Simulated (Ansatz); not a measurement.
Relaxing a structure of TiC

The start is a relaxed TiC cell displaced along its unstable phonon at q = (½, ½, 0) of its primitive reciprocal cell (128i cm⁻¹), largest move 0.15 Å. Cell shape, volume and atoms are optimised at zero target pressure with PBEsol (plane waves to 420 eV, PAW, scalar-relativistic; Ansatz, an electronic-structure program). First-step values are on the input's coarse k-mesh.

Ansatz input (later rounds restart from its end on a renewed k-mesh):
Ansatz 0.2 input:
```yaml
crystal:
  lattice:
    - [5.6615807088, 0, 0]
    - [2.8307903544, 2.8307903544, 0]
    - [0, 0, 2.4686304741]
  atoms:
    - { symbol: C, position: [0, 0.5, 0.606518235] }
    - { symbol: C, position: [0.5, 0.5, 0.606518235] }
    - { symbol: Ti, position: [0, 0, 0.8799082602] }
    - { symbol: Ti, position: [0.5, 0, 1.0014331312] }
basis: { ecutwfc: 420, ecutrho_ratio: 4, xc_grid: 2, fft_grid_basis: typed }
kpoints: { mp_grid: { grid: [11, 11, 13] } }
hamiltonian:
  xc: pbesol
  dispersion: none
  pseudopotentials: { azcp: { folder: ./paw }, kind: paw }
scf: { occupations: { method: fermi_dirac, width: 0.05 } }
relax: { f_tol: 0.01, max_steps: 100, cell: { stress_tol: 0.02 } }
output: { forces: true, stress: true }
```

Task: What is the largest force in the starting geometry, and on which atom (counted from 1)?

Result: 0.56 eV/Å, on Ti4 (atoms numbered as listed).

Task: How much energy is released per atom?

Result: 0.26 eV/atom.

Task: How does the volume per atom move from start to end?

Result: +4.5 %, from 9.89 to 10.34 Å³/atom.

Task: How do the shortest distances between atoms change?

Result: The closest pairs of elements (up to four, under 3.6 Å), start → end: C–Ti 2.11 → 2.07 Å; Ti–Ti 2.47 → 2.68 Å; C–C 2.47 → 2.68 Å.

Task: What band gap does the relaxed structure have at this level?

Result: No gap (metallic).

Final values are on a 12×12×17 k-mesh of the relaxed cell. No spin polarisation in the result.

The run could not lose the symmetry of its start, so the end can be a saddle point.

The relaxed structure here is a generated cell of TiC: the first start was made by placing the elements on the sites of a structure type, and the end was not matched to a known phase here, so it may be hypothetical. Known forms of TiC include space group No. 225.
